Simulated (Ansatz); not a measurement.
Given:

Bi2S3:
```cif
data_Bi2S3
_chemical_formula_sum 'Bi2 S3'
_space_group_name_H-M_alt 'P 1'
_space_group_IT_number 1
_cell_length_a 3.99618
_cell_length_b 3.99618
_cell_length_c 9.55135
_cell_angle_alpha 90.000
_cell_angle_beta 90.000
_cell_angle_gamma 120.000
loop_
_space_group_symop_operation_xyz
  'x, y, z'
loop_
_atom_site_label
_atom_site_type_symbol
_atom_site_fract_x
_atom_site_fract_y
_atom_site_fract_z
_atom_site_occupancy
Bi1 Bi 0.33333 0.66667 0.19350 1
Bi2 Bi 0.66667 0.33333 0.80650 1
S1 S 0.00000 0.00000 0.00000 1
S2 S 0.33333 0.66667 0.65583 1
S3 S 0.66667 0.33333 0.34417 1
```

This is the PBEsol-relaxed structure.

**Question.** All from PBEsol (plane waves, PAW; program Ansatz), unless another level is named. Predict the formation energy from the elements (no fitted shifts).

**Answer.** -0.37 eV/atom.

**Question.** Give the electron effective mass.

**Answer.** 0.14, 0.14, 22 mₑ (principal values).

**Question.** What about the hole effective mass?

**Answer.** 0.86, 2.4, 2.4 mₑ (principal values).

Space group P-3m1 (La2O3 or Ni2Al3 type). A made-up cell: these elements were put on the sites of a structure type; neither database checked (COD, Materials Project) lists it. COD files the formula under space group No. 62. Whether it is the stable phase at ambient conditions was not checked. Symmetry was held in the PBEsol relaxation; its stability against distortions is not shown here. The references are the lowest solids computed at this level, not always the standard phases. Scalar-relativistic: spin–orbit coupling is off unless named, which matters more the heavier the elements.

Potentials: the earlier of the program's two PAW sets. The files were generated under PBE; for other functionals the program regenerates the frozen cores, and for LDA and PBEsol the local potential too.

Edges and masses are those of Kohn–Sham bands, whose gap is no quasiparticle gap.
